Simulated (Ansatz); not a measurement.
GaCo, DFT, PBE, all-electron PAW with datasets made for the crystal, scalar-relativistic (Ansatz 0.2.0), run on 1 thread of Intel(R) Xeon(R) Platinum 8559C (Emerald Rapids) on a shared host.

The cell is COD entry 1525477, as deposited and not checked against the literature; nothing was relaxed. The listed cell was then made from it by scaling, straining or moving an atom.

Command: `ansatz run input.yaml --threads 1 --pin off --max-ram 3072MiB --backend cpu --events-out ev --progress --plain --runs-dir out`

```yaml
crystal:
  lattice:
    - [2.9396457283, 0.0, 0.0]
    - [0.0, 2.9396457283, 0.0]
    - [0.0, 0.0, 2.9396457283]
  atoms:
    - { symbol: Ga, position: [0.5, 0.5, 0.5] }
    - { symbol: Co, position: [0.0, 0.0, 0.0], spin: 2.0 }
magnetization:
  spin_polarized: true
kpoints:
  mp_grid: { grid: [11, 11, 11] }
scf:
  occupations: { method: fermi_dirac, width: 0.03 }
hamiltonian:
  xc: pbe
  pseudopotentials: { kind: all_electron, datasets: crystal }
output:
  forces: true
  stress: true
  eigenvalues: true
  efg: { contact_densities: true }
```

Question: How large is the problem that the program sets up?

Answer: 56 irreducible k-points, 305 plane waves at Γ, 20 bands.

Question: Estimate the wall time and the peak memory.

Answer: 16 s of wall time for 10 SCF iterations, with a peak of 0.76 GiB. Times on shared machines scatter by tens of per cent.

Question: And the same cell and mesh by all-electron LAPW, asked for forces, stress, eigenvalues, on the same hardware?

Answer: 18 s, peak memory 0.53 GiB.

Question: And the same cell and mesh by PAW with the default files, asked for forces, stress, eigenvalues, efg, on the same hardware?

Answer: 5.2 s, peak memory 0.46 GiB.
